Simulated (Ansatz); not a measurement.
CsCl (CsCl type)

```xyz
2
Lattice="4.0687 0.0000 0.0000 0.0000 4.0687 0.0000 0.0000 0.0000 4.0687" Properties=species:S:1:pos:R:3 pbc="T T T"
Cs     0.0000     0.0000     0.0000
Cl     2.0343     2.0343     2.0343
```

The slice is a {110} plane (indices of the conventional cell) through the point (0.500, 0.500, 0.500) (fractional), spanned by u = [100] and v = [011] in vectors of this cell: u (4.07 Å) and v (5.75 Å, at 90° to u). It covers one period; positions are fractions (u, v).

These are PBEsol (plane waves to 420 eV, PAW, scalar-relativistic; Ansatz, a quantum-chemistry and plane-wave program) values and carry that method's errors. k mesh 8×8×8. Near the nuclei the fields are pseudised (PAW); where an atom keeps semicore shells as valence, they peak there. CsCl was relaxed with its symmetry unable to fall.

Task: Predict the map of the electron localisation function (ELF) on the slice.

Result: 
```
|xxxx9999885500000055889999xx|
|9999999977330000003377999999|
|9999997744000000000044779999|
|8888773300000000000000337788|
|5544110000224455442200001144|
|1100000044779999997744000000|
|0000004488999999999988440000|
|0000338899998877889999883300|
|000066999988xxxxxx8899996600|
|000066999977xxxxxx7799996600|
|000066999988xxxxxx8899996600|
|0000338899998877889999883300|
|0000004488999999999988440000|
|1100000044779999997744000000|
|5544110000224455442200001144|
|8888773300000000000000337788|
|9999997744000000000044779999|
|9999999977330000003377999999|
|xxxx9999885500000055889999xx|
|xxxx9999885511001155889999xx|
```
Scale: ten equal steps from 0.01 (start of '0') to 0.89 (end of '9'), in the order '0123456789'. Values: electron localisation function (ELF). The map has 14 points along u (two characters each, u = 0 at the left) and 20 along v (v = 0 in the bottom row). Points within 0.5 Å of a nucleus are blanked (x), as the pseudised field means little there.
